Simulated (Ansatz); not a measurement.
This FeCuC4N4 structure is the end of a relaxation. The cell was found from a structure generator's guess, not taken from experiment.

These are results of DFT PBE, scalar-relativistic, plane waves, PAW in Ansatz 0.2.0, not measurements. Cutoff 420 eV, Γ-centred mesh, Gaussian smearing, collinear spin.

```yaml
crystal:
  lattice:
    - [7.08552, 0.00000, 0.00000]
    - [0.00000, 7.08552, 0.00000]
    - [0.00000, 0.00000, 4.65052]
  atoms:
    - { symbol: Fe, position: [0.00000, 0.00000, 0.00000] }
    - { symbol: Cu, position: [0.50000, 0.50000, 0.00000] }
    - { symbol: C, position: [0.19024, 0.80976, 0.00000] }
    - { symbol: C, position: [0.80976, 0.19024, 0.00000] }
    - { symbol: C, position: [0.19024, 0.19024, 0.00000] }
    - { symbol: C, position: [0.80976, 0.80976, 0.00000] }
    - { symbol: N, position: [0.30689, 0.69311, 0.00000] }
    - { symbol: N, position: [0.69311, 0.30689, 0.00000] }
    - { symbol: N, position: [0.30689, 0.30689, 0.00000] }
    - { symbol: N, position: [0.69311, 0.69311, 0.00000] }
```

The zero of energy is the elements' standard structures at the same level (N₂ as a molecule); no fitted shifts are applied.

**Question.** Find its symmetry and describe it.

**Answer.** P4/mmm (No. 123). Conventional cell: a = 7.086 Å, c = 4.651 Å. Fe is surrounded by 4 C at 1.91 Å; Cu has 4 N at 1.94 Å; C is surrounded by 1 N at 1.17 Å and 1 Fe at 1.91 Å; N has 1 C at 1.17 Å and 1 Cu at 1.94 Å.

**Question.** How far does it lie from the elements in energy?

**Answer.** +0.53 eV/atom. A positive value: parting into the elements would lower its energy.

**Question.** Is it a metal?

**Answer.** Yes, bands cross the Fermi level on the 6×6×8 mesh.

**Question.** Which magnetic moments does it keep?

**Answer.** 0.30 μB per atom net, the space between the atoms included; by site: Fe 1.7; Cu 0.7 μB.

**Question.** From what recipe could a structure generator have reached it?

**Answer.** One such recipe: stacked square cyanide-bridged sheets (P4/mmm, No. 123). Other recipes can lead to the same cell.

The last run used collinear spin, a 6×6×8 mesh (in the run's order of axes) for its 10-atom cell and Gaussian smearing of 0.10 eV. Weakly bound directions are ill-defined at this level, which has no dispersion term. In such compounds of Cu and Fe a zero gap at this level may well be an artefact, since no Hubbard U is applied. The reference form of C is held partly by dispersion forces, which this level lacks. Another magnetic order may lie lower. Symmetry constrained the relaxation, so the result can be a saddle point.
